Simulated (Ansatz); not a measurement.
CH3F on a (100) slab of W (Im-3m (No. 229)), 4 planes, outer planes W (top) and W (bottom), 1 a cell of 39.9 Å², relaxed and still whole (its atoms last):

```xyz
21
Lattice="6.3187 0.0000 0.0000 0.0000 6.3187 0.0000 0.0000 0.0000 24.4234" Properties=species:S:1:pos:R:3 pbc="T T T"
W     1.5797    4.7391    8.0000
W     1.5797    1.5797    8.0000
W     4.7391    4.7391    8.0000
W     4.7391    1.5797    8.0000
W     3.1594    3.1594    9.5797
W     3.1594    0.0000    9.5797
W     0.0000    3.1594    9.5797
W     0.0000    0.0000    9.5797
W     4.7746    1.6100   11.1876
W     4.7117    4.7106   11.1865
W     1.5511    1.5512   11.1861
W     1.6082    4.7751   11.1907
W    -0.1825   -0.1844   12.7161
W     0.1986    3.3484   12.6821
W     3.3525    0.1992   12.6756
W     2.9642    2.9711   12.6842
C     1.2012   -0.0888   15.7917
F    -0.0320    0.0718   15.0738
H     1.5736   -1.0975   15.5714
H     1.8913    0.6821   15.4169
H     0.9537    0.0513   16.8489
```

Theory: Ansatz 0.2.0, DFT PBE+D3(BJ), scalar-relativistic, plane waves, PAW. Cutoff 420 eV; k points 3×3×1 on the computed 21-atom cell (Γ-centred); Gaussian smearing, width 0.10 eV; no spin polarisation. The cell repeats along c with a dipole correction in the vacuum.

It binds with 0.64 eV a molecule against the clean slab and the free molecule (no zero-point or thermal terms); its shortest contact is F–W 2.38 Å. Take first-order desorption with no barrier to adsorption, no reaction on the face and an assumed prefactor of 10^13 s⁻¹.

(1) How long does a molecule stay at 300 K?

(2) Where does its peak lie in a desorption experiment heated at 2 K/s?

(3) Is this physisorption or chemisorption?

The molecule may also break up before it leaves, which wasn't tried.

Spin polarisation was left out, and a magnetic state may lie lower.

## Answers

(1) τ = ν⁻¹·exp(E/k_BT) with k_BT = 0.0259 eV: E/k_BT = 24.8, so τ ≈ 6×10^-3 s. At about one hit a site a second (10⁻⁶ mbar) the coverage is near τ × 1 s⁻¹, so a layer needs roughly 2×10^-4 mbar.

(2) The peak obeys E/(k_B·T_p²) = (ν/β)·exp(−E/k_BT_p). Solving gives T_p ≈ 238 K (E/k_BT_p = 31.3). An error of 0.1 eV in E moves it by about 37 K, and larger molecules have larger prefactors, which lowers it.

(3) The tightest contact, F–W 2.38 Å, is 1.09 times the sum of covalent radii, and deformation and lateral interaction add up to -0.16 eV. This is chemisorption.